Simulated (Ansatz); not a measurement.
Consider the following.

Cs2AgBiBr6 (double-perovskite type, space group Fm-3m)

```cif
data_Ag4Bi4Br24Cs8
_chemical_formula_sum 'Cs8 Ag4 Bi4 Br24'
_space_group_name_H-M_alt 'Fm-3m'
_space_group_IT_number 225
_space_group_name_Hall '-F 4 2 3'
_cell_length_a 11.34301
_cell_length_b 11.34301
_cell_length_c 11.34301
_cell_angle_alpha 90.000
_cell_angle_beta 90.000
_cell_angle_gamma 90.000
loop_
_atom_site_label
_atom_site_type_symbol
_atom_site_symmetry_multiplicity
_atom_site_Wyckoff_symbol
_atom_site_fract_x
_atom_site_fract_y
_atom_site_fract_z
_atom_site_occupancy
Cs1 Cs 8 c 0.25000 0.25000 0.25000 1
Ag1 Ag 4 b 0.50000 0.50000 0.50000 1
Bi1 Bi 4 a 0.00000 0.00000 0.00000 1
Br1 Br 24 e 0.00000 0.00000 0.25189 1
```
(The calculation used a cell of 10 atoms; values per cell refer to that cell.)

This relaxed cell (volume V₀) is scaled evenly in all directions, its shape held. The atoms relax within the cell's symmetry.

Calculation: r2SCAN (plane waves to 500 eV, PAW, scalar-relativistic; Ansatz, a program for electronic structure). k mesh 5×5×5 (Γ-centred), Fermi-Dirac smearing 0.05 eV. E stands for the smeared free energy. Compression counts positive. Cs2AgBiBr6 was relaxed with its symmetry unable to fall. Spin-orbit coupling is left out, though Bi is heavy. The zero of ΔE is the relaxed starting cell.

The scan covers V/V₀ from 0.840 to 1.160 in 9 points.

Task: What is ΔE at V/V₀ = 0.840?

Result: 105.4 meV/atom.

Task: What pressure does the cell carry at V/V₀ = 0.840?

Result: 6.95 GPa.

Task: What is ΔE at V/V₀ = 1.160?

Result: 51.0 meV/atom.

(A scan under strain: stresses follow from slopes of the energy per volume, elastic moduli from its curvatures.)
